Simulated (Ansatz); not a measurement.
Rb$_{3}$InF$_{6}$:
```cif
data_F24In4Rb12
_chemical_formula_sum 'Rb12 In4 F24'
_space_group_name_H-M_alt 'Fm-3m'
_space_group_IT_number 225
_space_group_name_Hall '-F 4 2 3'
_cell_length_a 9.35907
_cell_length_b 9.35907
_cell_length_c 9.35907
_cell_angle_alpha 90.000
_cell_angle_beta 90.000
_cell_angle_gamma 90.000
loop_
_atom_site_label
_atom_site_type_symbol
_atom_site_symmetry_multiplicity
_atom_site_Wyckoff_symbol
_atom_site_fract_x
_atom_site_fract_y
_atom_site_fract_z
_atom_site_occupancy
Rb1 Rb 8 c 0.25000 0.25000 0.25000 1
Rb2 Rb 4 b 0.50000 0.50000 0.50000 1
In1 In 4 a 0.00000 0.00000 0.00000 1
F1 F 24 e 0.00000 0.00000 0.22128 1
```
(The calculation used a cell of 10 atoms; values per cell refer to that cell.)

Relaxed with r²SCAN.

Question: Tabulate the valence density and the electron localisation function along the shortest In–F contact (2.07 Å), r²SCAN (plane waves, PAW; program Ansatz).

Answer: 

| distance from In (Å) | density (e/Å³) | ELF |
|---|---|---|
| 0.21 | 11.24 | 0.00 |
| 0.31 | 9.07 | 0.00 |
| 0.41 | 6.80 | 0.02 |
| 0.52 | 4.74 | 0.06 |
| 0.62 | 3.07 | 0.13 |
| 0.72 | 1.86 | 0.18 |
| 0.83 | 1.09 | 0.18 |
| 0.93 | 0.69 | 0.14 |
| 1.04 | 0.55 | 0.12 |
| 1.14 | 0.59 | 0.20 |
| 1.24 | 0.78 | 0.45 |
| 1.35 | 1.18 | 0.70 |
| 1.45 | 1.94 | 0.78 |
| 1.55 | 3.34 | 0.79 |
| 1.66 | 5.52 | 0.75 |
| 1.76 | 8.24 | 0.66 |
| 1.86 | 10.97 | 0.54 |

The density is the valence pseudo-density with augmentation charge, so density and ELF within about 1 Å of a nucleus are not all-electron values.

The first step of the workflow began from a Materials Project structure, measured or hypothetical; the Crystallography Open Database copy checked does not list it. Its standing as an ambient phase is unchecked. Symmetry was held in the r²SCAN relaxation; its stability against distortions is not shown here.

Potentials: the later of the program's two PAW sets.
